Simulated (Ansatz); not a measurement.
# MgNiH: enthalpy against pressure

MgNiH, P4/mmm, a = 3.067 Å, c = 3.214 Å. The structure is a Materials Project entry; whether it is the stable form wasn't checked. Ansatz: PBEsol, PAW, 420 eV, Γ-centred 14×14×14 mesh on 3 atoms, Gaussian smearing 0.10 eV; no spin polarisation. Cell and atoms are relaxed at each pressure, and no other structure is tried, so the rows at high pressure may lie past a change of phase. y is the enthalpy over the state at zero pressure; there V0 = 10.076 Å³/atom. The pressures are the targets, met within 0.05 GPa.

```
P (GPa) y (eV/atom)
   -1.0      -0.0632
    0.0       0.0000
    1.0       0.0625
    4.0       0.2465
   12.0       0.7143
   25.0       1.4216
   50.0            ?
   90.0       4.4303
```

Problem. Fit y = c1 P + c2 P² + c3 P³ to the other rows, say what c1 and c2 mean, and predict the missing value.

Solution. Least squares on the rows shown. y = 0.062433 P − 0.00025229 P² + 1.1727×10⁻⁶ P³. Since dH/dP = V, c1 is V0: 0.062433 eV/GPa × 160.2 = 10.002 Å³ against 10.076; c2 = −V0/(2B0) gives B0 = 124 GPa, where a Birch–Murnaghan fit to the volumes of the same runs (not shown) gives 92 GPa: a cubic over this range folds the higher terms into c2. Above P = −c2/(3 c3) = 72 GPa the cubic's slope, the volume, would rise with pressure, so the form fails there. At P = 50.0 the fit asked for gives 2.6375 eV/atom. The run gave 2.6596 eV/atom, so the fit is 0.0221 eV/atom too low, 0.49 % of the span of the series, against an rms of 0.0005 eV/atom on the fitted rows. With a term in P⁴ added, a fit to the same known rows predicts 2.6771 eV/atom, a smaller miss on the other side. Also, this row ran on the mesh 16×16×14, its neighbour on 14×14×14, which can shift it a little.

The mesh isn't the same in all rows (14×14×14, 16×16×14).